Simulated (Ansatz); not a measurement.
## CrB4: computed property card

CrB4:
```
CrB4
1.0
   -1.40349     2.33761     2.71144
    1.40349    -2.33761     2.71144
    1.40349     2.33761    -2.71144
Cr B
1 4
Direct
  0.00000   0.00000   0.00000
  0.53825   0.34241   0.19585
  0.46175   0.65759   0.80415
  0.14656   0.34241   0.80415
  0.85344   0.65759   0.19585
```

Space group Immm (No. 71); conventional cell a = 2.807 Å, b = 4.675 Å, c = 5.423 Å, α = β = γ = 90.00°.

Method: LDA (plane waves, PAW; program Ansatz). Structure relaxed to zero pressure with the same functional. Other levels are named where they apply.

**Cell and energy**

- Volume per atom: 7.12 Å³
- Density: 4.44 g/cm³
- Formation energy from the elements (no fitted shifts): -0.35 eV/atom

**Electronic structure**

Electronic character: metallic (no gap)
Density of states at the Fermi level: 0.08 states/eV per atom (mean over ±0.08 eV)

**Mechanics**

- Bulk modulus (Birch–Murnaghan fit) = 296 GPa
- Pressure derivative B′ = 3.9

**Phonons**

* **Highest zone-centre frequency**: 975 cm^-1
* **Zone-centre stability**: no imaginary mode at Γ

The first step of the workflow began from a Materials Project structure, measured or hypothetical; the Crystallography Open Database files this formula in space group No. 71, but the cells were not matched. Whether it is the stable phase at ambient conditions was not checked. The LDA relaxation kept the symmetry of its start. The run is not spin-polarised. As this level gives no gap, phonon frequencies hold no LO–TO term and depend on the k-mesh and smearing (Fermi–Dirac, 0.1 eV here). The references are the lowest solids computed at this level, not always the standard phases.

Potentials: the later of the program's two PAW sets.
